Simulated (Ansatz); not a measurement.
PtW (L1₀ or tetragonal B2, P4/mmm) under volume change, PBE (plane waves, PAW; program Ansatz), shape and atoms relaxed at each volume.

```tsv
V (Å³/atom)	E − E(relaxed) (meV/atom)	P (GPa)
14.184	138.8	34.67
14.651	58.0	21.08
15.119	13.7	9.64
15.586	0.0	0.00
16.054	12.2	-8.11
16.521	46.1	-14.92
16.989	98.2	-20.62
```

Q: What does a third-order Birch–Murnaghan fit give for V₀, B₀ and B′?

A: V₀ = 15.59 Å³/atom, B₀ = 294 GPa, B′ = 4.8.

The start of the workflow was typed in or built on a structure type; neither database checked (COD, Materials Project) lists it. Its standing as an ambient phase is unchecked. Symmetry was held in the PBE relaxation; its stability against distortions is not shown here. No spin polarisation was allowed. Spin–orbit coupling is left out wherever it is not named.

Potentials: the later of the program's two PAW sets.
